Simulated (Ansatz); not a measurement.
This run works on a generated trial structure, not on a known crystal.

Input and command of a plane-wave DFT calculation in Ansatz:

```yaml
crystal:
  lattice:
    - [5.0551624299, 0.0, 0.0]
    - [0.0, 5.0551624299, 0.0]
    - [0.0, 0.0, 5.0551624299]
  atoms:
    - { symbol: W, position: [0.5, 0.0, 0.0] }
    - { symbol: W, position: [0.0, 0.5, 0.0] }
    - { symbol: W, position: [0.0, 0.0, 0.5] }
    - { symbol: W, position: [0.5, 0.5, 0.5] }
    - { symbol: Se, position: [0.0, 0.5, 0.5] }
    - { symbol: Se, position: [0.5, 0.0, 0.5] }
    - { symbol: Se, position: [0.5, 0.5, 0.0] }
basis:
  ecutwfc: 420
kpoints:
  mp_grid: { grid: [8, 8, 8] }
hamiltonian:
  xc: pbe
scf:
  occupations: { method: gaussian, width: 0.1 }
output:
  forces: true
  stress: true
  eigenvalues: true
relax:
  adjacent_minimum: "off"
  f_tol: 0.01
  max_steps: 80
  cell: { stress_tol: 0.05 }
```

```bash
ansatz run input.yaml --threads 1 --pin off --max-ram 2560MiB --backend cpu --events-out ev --progress --plain --runs-dir out
```

Processor: Intel(R) Xeon(R) Processor @ 2.50GHz (Skylake/Cascade Lake), 1 thread, on a host shared with other jobs.

**Question.** How long does it run, and how much memory does it take?

**Answer.** About 2.3 min, peak memory 0.55 GiB. It solves 63 bands at 35 k points (after reduction by symmetry) with about 2517 plane waves (on the last cell), in 27 SCF iterations over 4 ionic steps.
